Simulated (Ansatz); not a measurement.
input.yaml (Ansatz)

```yaml
crystal:
  lattice:
    - [2.6539415843, 0.0, 0.0]
    - [0.0, 2.6539415843, 0.0]
    - [0.0, 0.0, 2.6539415843]
  atoms:
    - { symbol: Se, position: [0.0, 0.0, 0.0] }
hamiltonian:
  xc: lda
  pseudopotentials:
    kind: paw
    azcp:
      Se: "pseudopotentials/Se.paw.azcp"
basis:
  ecutwfc: 420
  fft_grid_basis: typed
kpoints:
  mp_grid: { grid: [13, 13, 13], shift: [0, 0, 0] }
magnetization:
  spin_polarized: false
scf:
  occupations: { method: fermi_dirac, width: 0.1 }
  lower_state_search: "off"
output:
  stress: true
```

Terminal output

```
Warning: the record states the generating functional pbe (its physics header spells it `PBE`), which answers neither for hamiltonian.xc's functional nor for the lda family's — results may be inconsistent (PPs are generated against a specific XC)
Engine: ansatz 0.2.0, x86_64-unknown-linux-gnu
Pseudopotentials: kind: paw
Pseudopotential: Se, paw, valence charge 16, recommended cutoff 420 eV (normal) 
Functional definition: SPW92
  exchange = slater_x
  correlation = pw_c
Crystal: 1 atoms, lattice volume = 18.693 Å³
Basis set: ecut = 420 eV, 365 PW (Γ)
Bands: 12, of which v1, the nominal top of the filled ones, is band 8 counted from 1 (7 counted from 0)
Symmetry: 48 space group operations
Space group: Pm-3m (ITA 221), of the structure as read, at distance tolerance 2.7e-5 Å
k-points: 84 of 2197
Non-local potential: Se, projectors of the file, l = 0: 2, l = 1: 2, l = 2: 3, l = 3: 1
PAW form: soft (Blöchl's): semilocal exchange-correlation on the pseudo side does not see the compensation charge
PAW frozen core: Se, regenerated for the run's functional, and the local potential with it (the file was generated under x = pbe(κ = 0.804, μ = 0.2195149727645171), c = pbe(β = 0.06672455060314922))
PAW one-centre angular grid: Se, 590 points (default); XC on 64 Gauss nodes
Initial density: superposition of atomic densities (neutral atoms: chi_scale 0, normalization atom), corrected by the library's trained network
Initial wavefunctions: pseudopotential atomic-orbital guess
Functional: x = slater, c = lda
SCF iter   1: F=—  HF=-5383.086257 eV  |F-HF|=—  |Δ(HF+E_count)|=         —  Δρ=5.96e-3  dr2=3.65e-3  ethr=1.77e-3  ⟨swp⟩=5.2  Hψ=5975  notcnv=0
SCF iter   2: F=—  HF=-5383.084657 eV  |F-HF|=—  |Δ(HF+E_count)|=   1.60e-3  Δρ=2.30e-3  dr2=3.89e-4  ethr=2.28e-5  ⟨swp⟩=1.0  Hψ=1680  notcnv=0
SCF iter   3: F=—  HF=-5383.084479 eV  |F-HF|=—  |Δ(HF+E_count)|=   1.77e-4  Δρ=3.06e-4  dr2=7.03e-6  ethr=2.43e-6  ⟨swp⟩=2.2  Hψ=1626  notcnv=0
SCF iter   4: F=—  HF=-5383.084473 eV  |F-HF|=—  |Δ(HF+E_count)|=   6.44e-6  Δρ=1.38e-4  dr2=1.24e-6  ethr=4.39e-8  ⟨swp⟩=2.0  Hψ=1674  notcnv=0
iter 5 did not close the SCF: its close was put off for the readings that it lacked (scf_convergence_deferred on its scf_iter line)
SCF iter   5: F=-5383.084473 eV  HF=-5383.084473 eV  |F-HF|=1.13e-7  |Δ(HF+E_count)|=   4.33e-7  Δρ=1.29e-5  dr2=3.74e-8  ethr=7.72e-9  ⟨swp⟩=2.1  Hψ=1611  notcnv=0
SCF iter   6: F=-5383.084473 eV  HF=-5383.084473 eV  |F-HF|=2.07e-9  |Δ(HF+E_count)|=   5.74e-8  Δρ=2.02e-6  dr2=7.43e-10  ethr=2.34e-10  ⟨swp⟩=2.1  Hψ=3542  notcnv=0
SCF 1 converged in 6 iterations: F = -5383.084473 eV  dr2 = 7.43e-10
SCF converged after 6 iterations
Free energy (F): -5383.084473 eV
Harris-Foulkes:  -5383.084473 eV  (|F-HF|=2.07e-9)
Internal energy: -5383.072395 eV  (E = F + TS)
E sigma→0 (E₀):  -5383.078434 eV
Entropy (-TS):   -0.012078 eV (-12.078 meV/atom)
Fermi energy:    13.092761 eV
--- Per-component energies (eV) ---
  E_band       = -327.290467
  E_kinetic    = 120.712794
  E_local      = -2058.631560  (includes V_loc(G=0)·N_el)
  E_nonlocal   = -587.466036
  E_hartree    = 1043.016613
  E_xc         = -104.820285
  E_vxc        = -100.020527  (∫ρ·V_xc dr)
  E_paw        = -1827.605892  (= ΣΔE_a)
  E_vpaw       = 212.080622  (= ΣTr[D̂ρ^β])
  E_aug_tail   = -0.000641  (compensation charges beyond the density's cutoff)
  E_ewald      = -1970.494751
  E_core_change = 2.217362  (= ΣΔE_core)
  E_smearing   = -0.012078  (= −TS)
  E_closure    = 0.000000  (closes the sum)
  Σ components = -5383.084473   (vs F -5383.084473, Δ=0.00e0)
--- Stress (GPa, compression-positive) ---
       14.536221       0.000000       0.000000
        0.000000      14.536221       0.000000
        0.000000       0.000000      14.536221
  P = ⅓ Tr σ = 14.5362 GPa (145.362 kbar)
```
